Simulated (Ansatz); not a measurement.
NbInO4:
```
NbInO4
1.0
    4.85859     0.00000     0.00000
    0.00000     5.79756     0.00000
   -0.09132     0.00000     5.15250
Nb In O
2 2 8
Direct
  0.00000   0.82175   0.75000
  0.00000   0.17825   0.25000
  0.50000   0.31884   0.75000
  0.50000   0.68116   0.25000
  0.25965   0.38121   0.40151
  0.74035   0.61879   0.59849
  0.74035   0.38121   0.09849
  0.25965   0.61879   0.90151
  0.21487   0.89736   0.43851
  0.78513   0.10264   0.56149
  0.78513   0.89736   0.06149
  0.21487   0.10264   0.93851
```

Relaxed with r²SCAN.

Question: Map the electron localisation function on the plane through (0.000, 0.822, 0.750) spanned by u = [1, 1, 0] and v = [-1, 1, 1] in lattice vectors, from DFT-r²SCAN in the program Ansatz with PAW potentials.

Answer: x is the fraction of u, y of v (the angle between them is 82°; rows are the nearest grid lines); atoms in the plane: Nb at (0.00, 0.00), In at (0.50, 1.00), O at (0.91, 0.65).
```
y \ x   0.000  0.0789  0.184  0.263  0.368  0.447  0.553  0.632  0.737  0.816  0.921   1.00
------  -----  ------  -----  -----  -----  -----  -----  -----  -----  -----  -----  -----
1.00    0.077   0.813  0.205  0.516  0.157  0.012  0.017  0.137  0.717  0.660  0.761  0.077
0.925   0.791   0.460  0.162  0.039  0.080  0.225  0.199  0.102  0.664  0.730  0.234  0.791
0.850   0.034   0.165  0.580  0.226  0.095  0.601  0.667  0.251  0.051  0.127  0.035  0.034
0.775   0.042   0.063  0.176  0.064  0.206  0.836  0.649  0.767  0.045  0.243  0.319  0.042
0.700   0.709   0.076  0.143  0.088  0.036  0.626  0.783  0.268  0.096  0.779  0.807  0.709
0.625   0.818   0.098  0.198  0.177  0.043  0.034  0.064  0.418  0.487  0.640  0.504  0.818
0.550   0.368   0.061  0.155  0.123  0.044  0.048  0.122  0.154  0.187  0.146  0.713  0.368
0.450   0.206   0.783  0.811  0.450  0.014  0.021  0.050  0.154  0.050  0.048  0.012  0.206
0.375   0.300   0.821  0.696  0.769  0.018  0.057  0.061  0.037  0.028  0.027  0.014  0.300
0.300   0.059   0.334  0.666  0.499  0.038  0.630  0.726  0.235  0.042  0.107  0.359  0.059
0.225   0.616   0.053  0.065  0.059  0.060  0.759  0.809  0.672  0.047  0.521  0.820  0.616
0.150   0.451   0.066  0.676  0.707  0.067  0.173  0.645  0.404  0.021  0.264  0.732  0.451
0.0750  0.698   0.227  0.789  0.805  0.127  0.214  0.214  0.065  0.212  0.127  0.464  0.698
0.000   0.077   0.813  0.205  0.516  0.157  0.012  0.017  0.137  0.717  0.660  0.761  0.077
```

The density is the valence pseudo-density with augmentation charge, so density and ELF within about 1 Å of a nucleus are not all-electron values.

Space group P2/c. The workflow started from a Materials Project entry (that database holds measured and hypothetical structures alike); the Crystallography Open Database files this formula in space group No. 13, but the cells were not matched. Its standing as an ambient phase is unchecked. Symmetry was held in the r²SCAN relaxation; whether a distortion lowers the energy is not shown. No spin polarisation was allowed.

Potentials: the later of the program's two PAW sets.
